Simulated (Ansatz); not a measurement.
A distorted cell of La (dhcp type, space group P6_3/mmc):

```
CELL_PARAMETERS angstrom
      3.77035     0.00000     0.00000
     -1.88518     3.26522     0.00000
      0.00000     0.00000    12.08105
ATOMIC_POSITIONS crystal
  La 0.00000 0.00000 0.00000
  La 0.00000 0.00000 0.50000
  La 0.42090 0.73077 0.25000
  La 0.66667 0.33333 0.75000
```

Calculation: PBE (plane waves to 420 eV, PAW, scalar-relativistic; Ansatz, an electronic-structure program). k mesh 11×11×3 (Γ-centred), Fermi-Dirac smearing 0.05 eV. The energy includes the smearing's −TS. Stress and pressure are positive under compression. With partly filled bands, energies and forces of such displacements shift with the k mesh and the smearing. La is run without spin polarisation. La was relaxed with its symmetry unable to fall. The PAW data are Ansatz's earlier set.

### Question
Predict the force on every atom, in eV/Å.

### Answer
```tsv
atom	Fx	Fy	Fz
La1	0.042	0.042	0.006
La2	0.042	0.042	-0.006
La3	-0.112	-0.108	0.000
La4	0.027	0.025	0.000
```

### Question
In it atom 3 sits (0.209, 0.209, 0.000) Å away from its relaxed site. What is its energy relative to the relaxed cell?

### Answer
22 meV/cell.

(For displaced atoms, the force is minus the slope of the energy, and its curvature is a force constant, which sets phonon frequencies.)
